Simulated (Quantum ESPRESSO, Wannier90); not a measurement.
## CsI (rock salt): Wannier90 run

```
begin unit_cell_cart
ang
    0.0000000000    3.9050800000    3.9050800000
    3.9050800000    0.0000000000    3.9050800000
    3.9050800000    3.9050800000    0.0000000000
end unit_cell_cart
begin atoms_frac
Cs   0.0000000000  0.0000000000  0.0000000000
I    0.5000000000  0.5000000000  0.5000000000
end atoms_frac
```

Cell from Materials Project (mp-614603), symmetrised, no further relaxation. Not found in the COD (Crystallography Open Database) copy used, which has the formula in other groups; not checked further. Method: PBEsol plane waves in Quantum ESPRESSO 7.5 (PseudoDojo norm-conserving files, 56 Ry, no spin polarisation, no spin-orbit coupling), Bloch states on a 8×8×8 mesh through Γ, Wannier90 4.0.1. Density: 8×8×8 mesh, cold smearing 0.01 Ry. Spin-orbit coupling is left out although heavy elements are present.

Bands 2,6-8 form an isolated set from -10.26 to 0.00 eV relative to the valence-band maximum (on the path) and are turned into 4 Wannier functions by minimising the spread from the start: sp3 on I. Bands 3–5 (Cs 5p 98 %) lie between the kept ones and are excluded.

Centres (Cartesian, Å; one of the equivalent choices) and spreads:

```csv
n,x,y,z,spread (Å²),nearest atom
1,4.219,4.219,4.219,2.073,I2
2,4.219,3.591,3.591,2.073,I2
3,3.591,4.219,3.591,2.073,I2
4,3.591,3.591,4.219,2.073,I2
```

Ω_I = 7.13 Å², Ω_total = 8.29 Å²; the interpolated bands follow pw.x to 0.0 meV rms on the path. It is the lowest total spread that any start reached here.
